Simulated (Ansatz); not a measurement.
This Ansatz input for antiAuCu3-structured Ba3Si was spoiled on purpose:

```yaml
crystal:
  Lattice:
    - [5.3833561179, 0.0, 0.0]
    - [0.0, 5.3833561179, 0.0]
    - [0.0, 0.0, 5.3833561179]
  atoms:
    - { symbol: Ba, position: [0.0, 0.5, 0.5] }
    - { symbol: Ba, position: [0.5, 0.5, 0.0] }
    - { symbol: Ba, position: [0.5, 0.0, 0.5] }
    - { symbol: Si, position: [0.0, 0.0, 0.0] }
basis:
  ecutwfc: 420
  ecutrho_ratio: 4
kpoints:
  mp_grid: { grid: [6, 6, 6] }
hamiltonian:
  xc: pbe
scf:
  occupations: { method: gaussian, width: 0.05 }
  max_iter: 60
output:
  forces: true
  stress: true
```

Launched as:
```sh
ansatz run input.yaml --threads 2 --pin off --max-ram 2662MiB --backend cpu --events-out ev --progress --plain --runs-dir out
```

Q: What is wrong with it?

A: A misspelt key. Against the sound input: crystal.lattice: "lattice" → "Lattice" (the cap on iterations is only a precaution).

What the program printed:

```
Error: YAML parse error: error: line 2 column 3: unknown field `Lattice`, expected one of checkpoint, saddle_side, structure_sha256, lattice, periodic, space_group, setting, atoms, reduce_to_primitive, conventional_axes, supercell, defects, symmetry, host
```

The input was refused before any iteration. Cost: 0.02 s on 2 threads of Arm Neoverse V2, on a shared host, peak memory 0.019 GiB. The run before the change (PBE, 420 eV, 6×6×6 mesh) gave:

```tsv
run	P (GPa)	gap on the mesh (eV)	cell moment (μB)	largest force component (eV/Å)
sound	0.0	metal	–	0.000
```

This is a trial structure made by placing the elements on a prototype's sites, so it needn't be the stable form.
